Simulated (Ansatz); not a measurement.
Bi2Te3:
Space group P-3m1 (No. 164); a = 4.4079 Å, b = 4.4079 Å, c = 11.0138 Å, α = 90.00°, β = 90.00°, γ = 120.00°

```
atom  site  symmetry       x       y       z
----  ----  --------  ------  ------  ------
Bi      2d       3m.  0.3333  0.6667  0.1868
Te      1a      -3m.  0.0000  0.0000  0.0000
Te      2d       3m.  0.6667  0.3333  0.3422
```

Relaxed with r²SCAN. r²SCAN in the plane-wave PAW code Ansatz gives a gap of 1.01 eV.

Q: What gap does HSE06 give on the same cell (Ansatz, PAW)?

A: 1.17 eV, 0.16 eV more. The hybrid was solved on a coarser mesh and at special points; its gap is the smallest among all of these.

Cost on shared cores: the r²SCAN run (SCF on a 7×7×3 mesh, then bands and DOS) roughly 4 core-minutes, the HSE06 run (SCF on 4×4×2, then a few points) roughly 3 core-minutes; the tasks are unlike.

A made-up cell: these elements were put on the sites of a structure type; neither database checked (COD, Materials Project) lists it. It is not the phase usual at ambient conditions (space group No. 166). The cell was relaxed with r²SCAN under the symmetry of its start; its stability against distortions is not shown here. Spin–orbit coupling is left out wherever it is not named.

Potentials: the later of the program's two PAW sets.
